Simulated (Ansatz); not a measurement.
## EuSn (Cmcm): majority and minority states

```
Eu Sn
1.0
     2.46528   -5.92102    0.00000
     2.46528    5.92102    0.00000
     0.00000    0.00000    4.45639
Eu Sn
2 2
Direct
  0.86477 0.13523 0.25000
  0.13523 0.86477 0.75000
  0.41906 0.58094 0.75000
  0.58094 0.41906 0.25000
```

The geometry is a structure from the Materials Project, held fixed and not relaxed.

Settings: LDA, 7×7×7 k mesh, Fermi–Dirac smearing of 0.1 eV. LAPW is all-electron LAPW in Ansatz 0.2.0. Site moments are integrated in spheres about the atoms. Start moments (μB): Eu1 7, Eu2 7. DFT+U (Dudarev's form): U = 6.0 eV on Eu f.

**Question.** Give the density of states by spin, smoothed by a Gaussian of 0.15 eV.

**Answer.** 
```csv
E − E_F (eV),majority (states/eV/cell),minority (states/eV/cell)
-7.00,0.13,0.04
-6.70,0.57,0.45
-6.40,0.43,0.48
-6.10,0.66,0.45
-5.80,0.91,0.85
-5.50,0.56,0.76
-5.20,0.07,0.30
-4.90,0.00,0.02
-4.60,0.00,0.00
-4.30,0.00,0.00
-4.00,0.00,0.00
-3.70,0.08,0.00
-3.40,0.52,0.08
-3.10,1.08,0.44
-2.80,1.95,0.85
-2.50,11.44,1.19
-2.20,31.10,1.18
-1.90,5.52,1.31
-1.60,1.95,1.20
-1.30,2.31,1.93
-1.00,2.21,1.97
-0.70,0.96,1.48
-0.40,0.66,0.73
-0.10,1.08,0.50
0.20,1.35,0.70
0.50,1.41,1.16
0.80,1.26,1.48
1.10,1.12,1.30
1.40,1.08,1.14
1.70,1.22,1.16
2.00,1.58,0.95
2.30,2.18,1.39
2.60,2.63,1.65
2.90,2.23,2.04
3.20,2.14,2.22
3.50,2.82,1.90
3.80,2.18,1.97
4.10,2.52,2.62
4.40,3.03,2.06
```
Site moments (μB): Eu1 7.01, Eu2 7.01, Sn3 -0.02, Sn4 -0.02. Cell moment 14.33 μB.

**Question.** How large is the spin polarisation of the states at the Fermi level?

**Answer.** (N↑ − N↓)/(N↑ + N↓) = +37 %, from 1.21 and 0.56 states/eV; these are averaged over the run's smearing, not the smoothing of the table, and they move with the mesh.

Löwdin populations of d and f shells (filled inner shells left out):

```json
{"shell": "Eu1 5d", "up": "0.84", "down": "0.65"}
{"shell": "Eu1 4f", "up": "6.97", "down": "0.01"}
{"shell": "Eu2 5d", "up": "0.84", "down": "0.65"}
{"shell": "Eu2 4f", "up": "6.97", "down": "0.01"}
```

Further occupied bands lie below the window, the nearest with its top at -7.4 eV.

Spin–orbit coupling is left out although heavy atoms are present. With open f shells a run can end in a state that isn't the lowest. None of this fixes the real material's magnetic order: only patterns that fit the cell were computed, at zero temperature, with a functional that can overstate moments.
